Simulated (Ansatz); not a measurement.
Ansatz input

```yaml
crystal:
  lattice:
    - [2.4965621162, 0.0, 0.0]
    - [-1.2482810581, 2.1620862148, 0.0]
    - [0.0, 0.0, 3.9312507242]
  atoms:
    - { symbol: Fe, position: [0.3333333333, 0.6666666667, 0.25], spin: 2.5 }
    - { symbol: Fe, position: [0.6666666667, 0.3333333333, 0.75], spin: -2.5 }
hamiltonian:
  xc: blyp
  pseudopotentials:
    kind: paw
    azcp:
      Fe: "pseudopotentials/Fe.paw.azcp"
basis:
  ecutwfc: 420
  fft_grid_basis: typed
kpoints:
  mp_grid: { grid: [24, 24, 13], shift: [0, 0, 0] }
magnetization:
  spin_polarized: true
scf:
  occupations: { method: fermi_dirac, width: 0.05 }
output:
  write_density: true
  write_potential: true
  elf: true
  volumetric_format: npy
```

Terminal output

```
Engine: ansatz 0.2.0, x86_64-unknown-linux-gnu
Pseudopotentials: kind: paw
Pseudopotential: Fe, paw, valence charge 16, recommended cutoff 420 eV (normal) 
Functional definition: BLYP
  parameter beta = 0.0042
  parameter a = 0.04918
  parameter b = 0.132
  parameter c = 0.2533
  parameter d = 0.349
  exchange = b88_x(beta = beta)
  correlation = lyp_c(a = a, b = b, c = c, d = d)
Crystal: 2 atoms, lattice volume = 21.220 Å³
Basis set: ecut = 420 eV, 403 PW (Γ), exchange–correlation on 36×36×54 points (8 copies of the dense FFT grid, shifted against one another)
Bands: 23, of which v1, the nominal top of the filled ones, is band 16 counted from 1 (15 counted from 0)
Symmetry: 12 space group operations
Space group: P-6m2 (ITA 187), of the structure as read, at distance tolerance 2.8e-5 Å
Magnetic group: BNS 194.267 (UNI 1497), of the structure as read, at distance tolerance 2.8e-5 Å
k-points: 427 of 7488 (time reversal used)
Non-local potential: Fe, projectors of the file, l = 0: 3, l = 1: 2, l = 2: 3, l = 3: 1
PAW form: soft (Blöchl's): semilocal exchange-correlation on the pseudo side does not see the compensation charge
PAW frozen core: Fe, regenerated for the run's functional, and the local potential with it (the file was generated under x = pbe(κ = 0.804, μ = 0.2195149727645171), c = pbe(β = 0.06672455060314922))
PAW one-centre angular grid: Fe, 590 points (default); XC on 64 Gauss nodes
Initial density: superposition of atomic densities (chi_scale 0.1, normalization cell)
Starting moments: Σ|m| = 5 μB on 2 of 2 sites
Starting magnetic order: antiferromagnet; an inversion exchanges its spin sublattices: spin-degenerate at every k-point
Initial wavefunctions: pseudopotential atomic-orbital guess
Functional: x = b88, c = lyp
SCF iter   1: F=—  HF=-8977.079654 eV  |F-HF|=—  |Δ(HF+E_count)|=         —  Δρ=2.04e-1 (↑2.04e-1 ↓2.04e-1)  dr2=3.63e0  dr2_m=6.81e0  M=0.000 μB ∫|m|=1.610 μB  β_m=0.30  ethr=3.10e-3  ⟨swp⟩=4.8  Hψ=74612  notcnv=0  defer=52
Mixer restart at iter 1: flushing history
...
an SCF towards Hund's moment on open shells that bore less, with the run's symmetry operations kept, reached no lower state that the run goes on to. This is no proof of a minimum
WARN: the starting moments were not kept: the SCF closed with an absolute magnetisation of 3.0e-5 μB, where they sum to 5 μB in size (2 sites). That is at most 0.1 of that sum. Measured as dr2_m measures the in/out step, that magnetisation stands 7.6e-10 eV from none, at or under the dr2_threshold of 1.0e-7 eV: it is no larger than a step whose dr2_m would equal this threshold. The system may hold no moment; this SCF shows only that its start led to no more than that. To try another start: raise the starting moments (crystal.atoms[].spin, magnetization.per_species, magnetization.initial_magnetization, or on a non-collinear deck that types none of these the spinor_matrix: blocks that start its atoms; where the total moment is fixed, keep their sum and leave initial_magnetization as it is; typed ones take the place of any that the run laid by itself, positive ones on a crystal's lanthanoids without a Hubbard term where scf.initial_density.shell_occupations: [] is typed) or, if the notice of its spin-set hold's release reads "site moments contracting" or "site moments show no strong build", lengthen the hold (scf.mixing.spin_hold: { on: { confirm: 4 } }; for m-r²SCAN on two components see the key's manual first). Each may lead to a state that holds a moment. A second SCF, from the converged charge density, with the starting moments and any scf.initial_density.shell_occupations laid on it anew, would have followed, and was not run: the deck does not ask for one (magnetization.retry_lost_moments is false, the default). To let it run, set magnetization.retry_lost_moments: true and run the deck again, where that key's refused combinations let it; where memory then withholds it, that run's warning says so.
SCF converged after 16 iterations
Magnetization: 0.0000 μB (16.0000 up, 16.0000 down)
Absolute magnetization: 0.0000 μB (∫|ρ↑−ρ↓|, with the PAW one-centre terms)
Spin contamination: 0.0000 ħ² per cell (⟨S²⟩ above its minimum at these occupations)
Per-site moments (μB) at R_I (Å): [(-1.4609144435596885e-5, 1.0054589583324145), (1.4793940122761519e-5, 1.0054589583324145)]
Free energy (F): -8976.109796 eV
Harris-Foulkes:  -8976.109796 eV  (|F-HF|=1.87e-10)
Internal energy: -8976.086920 eV  (E = F + TS)
E sigma→0 (E₀):  -8976.098358 eV
Entropy (-TS):   -0.022876 eV (-11.438 meV/atom)
Fermi energy:    20.547466 eV
--- Per-component energies (eV) ---
  E_band       = -364.817501
  E_kinetic    = 709.355145
  E_local      = -3959.545587  (includes V_loc(G=0)·N_el)
  E_nonlocal   = 425.216009
  E_hartree    = 1675.538009
  E_xc         = -234.446743
  E_vxc        = -301.409972  (∫ρ·V_xc dr)
  E_paw        = -2747.998656  (= ΣΔE_a)
  E_vpaw       = -589.510696  (= ΣTr[D̂ρ^β])
  E_aug_tail   = 0.001669  (compensation charges beyond the density's cutoff)
  E_ewald      = -4844.226665
  E_core_change = 0.019898  (= ΣΔE_core)
  E_smearing   = -0.022876  (= −TS)
  E_closure    = -0.000000  (closes the sum)
  Σ components = -8976.109796   (vs F -8976.109796, Δ=0.00e0)
--- Band table (eV; the first three rows and the last of 854) ---
  k-point 0 ↑: bands = ["-66.4294", "-66.3115", "-32.8427", "-32.3590", "-32.3590", "-32.2700", "-32.2700", "-32.2582", "11.9440", "15.8564", "18.9728", "18.9728", "19.1202", "19.4147", "19.4147", "19.7128", "19.7128", "21.2255", "21.2255", "21.3023", "29.0013", "41.9307", "45.2740"]
  k-point 1 ↑: bands = ["-66.4277", "-66.3132", "-32.8344", "-32.3577", "-32.3577", "-32.2713", "-32.2713", "-32.2669", "12.0094", "15.8489", "18.9416", "18.9416", "19.0973", "19.3890", "19.3890", "19.7740", "19.7740", "21.0699", "21.2253", "21.2253", "29.3482", "41.8955", "45.1258"]
  k-point 2 ↑: bands = ["-66.4226", "-66.3183", "-32.8100", "-32.3539", "-32.3539", "-32.2926", "-32.2751", "-32.2751", "12.2033", "15.8157", "18.8759", "18.8759", "19.0314", "19.3175", "19.3175", "19.9277", "19.9277", "20.4953", "21.2197", "21.2197", "30.2751", "41.7933", "44.7387"]
  k-point 426 ↓: bands = ["-66.3051", "-66.3050", "-32.7079", "-32.7079", "-32.5781", "-32.5555", "-32.3545", "-32.3545", "17.3772", "17.3772", "17.4229", "17.5233", "18.4659", "18.4659", "19.8248", "19.9606", "21.2502", "21.2503", "27.3486", "27.3486", "28.7997", "29.5207", "31.5187"]
```
